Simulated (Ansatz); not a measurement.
GeRh (CsCl type, Pm-3m) at seven volumes, r²SCAN in the plane-wave PAW code Ansatz, scaled uniformly. One row is withheld.

```csv
V (Å³/atom),P (GPa)
12.866,23.70
13.290,14.50
13.714,6.60
14.138,0.00
14.562,-5.35
14.987,-9.63
15.411,?
```

Problem. Fit the shown pressures and predict the withheld one.

Solution. P = (3/2)B₀(x^(7/2) − x^(5/2))[1 + (3/4)(B′ − 4)(x − 1)] with x = (V₀/V)^(2/3). Least squares on the six rows gives V₀ = 14.145 Å³/atom, B₀ = 196 GPa, B′ = 5.25. At V = 15.411, x = 0.9445 and P = -13.42 GPa. The run itself gave -13.33 GPa.

A made-up cell: these elements were put on the sites of a structure type; neither database checked (COD, Materials Project) lists it. COD files the formula under space group No. 62, so this cell is another polymorph or a model. Its standing as an ambient phase is unchecked. The r²SCAN relaxation kept the symmetry of its start. At this level the phase is mechanically unstable. No spin polarisation was allowed.

Potentials: the later of the program's two PAW sets.
